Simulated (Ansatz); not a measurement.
Given:

Ca$_{2}$AsI:
```
CELL_PARAMETERS angstrom
      2.19149     1.26525     7.45585
     -2.19149     1.26525     7.45585
      0.00000    -2.53051     7.45585
ATOMIC_POSITIONS crystal
  Ca 0.23115 0.23115 0.23115
  Ca 0.76885 0.76885 0.76885
  As 0.50000 0.50000 0.50000
  I  0.00000 0.00000 0.00000
```

This is the r²SCAN-relaxed structure. Cartesian axes are those of the cell as given.

Problem. All from r²SCAN in the plane-wave PAW code Ansatz, unless another level is named. Estimate the hole effective mass with spin–orbit coupling.

Solution. 0.46, 0.46, 1.6 mₑ (principal values).

Problem. And the gap with spin–orbit coupling?

Solution. 1.79 eV.

Problem. And the hole effective mass, band 2 of 2 at the edge?

Solution. 0.27 along x, 1.8 along z (mₑ).

Problem. Predict the band gap.

Solution. 1.88 eV (indirect).

Problem. Next, the conduction-band minimum?

Solution. at F (3 equivalent valleys).

Problem. Next, the valence-band maximum?

Solution. at Γ.

Space group R-3m. The first step of the workflow began from a Materials Project structure, measured or hypothetical; the Crystallography Open Database files this formula in space group No. 166, but the cells were not matched. Whether it is the stable phase at ambient conditions was not checked. The cell was relaxed with r²SCAN under the symmetry of its start; its stability against distortions is not shown here. Scalar-relativistic: spin–orbit coupling is off unless named, which matters more the heavier the elements.

Potentials: the later of the program's two PAW sets.
